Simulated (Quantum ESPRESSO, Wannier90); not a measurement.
## Wannierisation of InSb (zinc blende)

```
CELL_PARAMETERS angstrom
      0.00000     3.31661     3.31661
      3.31661     0.00000     3.31661
      3.31661     3.31661     0.00000
ATOMIC_POSITIONS crystal
  In 0.00000 0.00000 0.00000
  Sb 0.75000 0.75000 0.75000
```

Cell from Materials Project (mp-20012), symmetrised, no further relaxation. COD (Crystallography Open Database) has an entry of this formula and space group (matched by these alone). Method: PBEsol plane waves in Quantum ESPRESSO 7.5 (PseudoDojo norm-conserving files, 64 Ry, no spin polarisation, no spin-orbit coupling), Bloch states on a 8×8×8 mesh through Γ, Wannier90 4.0.1. Density: 8×8×8 mesh, Gaussian smearing 0.01 Ry. Spin-orbit coupling is left out although heavy elements are present.

Energies are relative to the Fermi level.

**Bands.** No gap over 0.05 eV opens at the Fermi level at this level of theory. 3 filled groups are cut off by gaps; the highest, bands 11, spans -10.38 to -8.64 eV and is Sb 5s 64 %, In 5p 20 %, In 5s 12 %.

**Model.** 8 functions (In sp, Sb sp) from bands 11-25, frozen to 1.50 eV, reach Ω_I = 14.86 Å² and follow pw.x to 6.0 meV rms (states up to 1.0 eV relative to the Fermi level).

**Frozen window.** Edge, Ω_I and misfit go -0.5 eV, 13.79 Å², 41 meV; 0.5 eV, 13.86 Å², 13 meV; 1.5 eV, 14.86 Å², 6.0 meV; 2.5 eV, 16.61 Å², 3.6 meV. Ω_I never falls as the edge rises, since each frozen state takes freedom from the choice of the smoothest subspace. The edges under the compared range leave its upper states unfrozen, and their misfit is the largest.

**No window.** Without a frozen window Ω_I drops to 13.20 Å² while the misfit grows to 162 meV: a small spread is no proof of good bands.

**Outer window.** The setting "outer window to 7.97 eV" raises Ω_I to 23.84 Å², as fewer states are left to mix in, and the misfit goes to 8.9 meV.

**Stops.** With the frozen window to 6.22 eV the program stops (More states in the frozen window than target WFs).
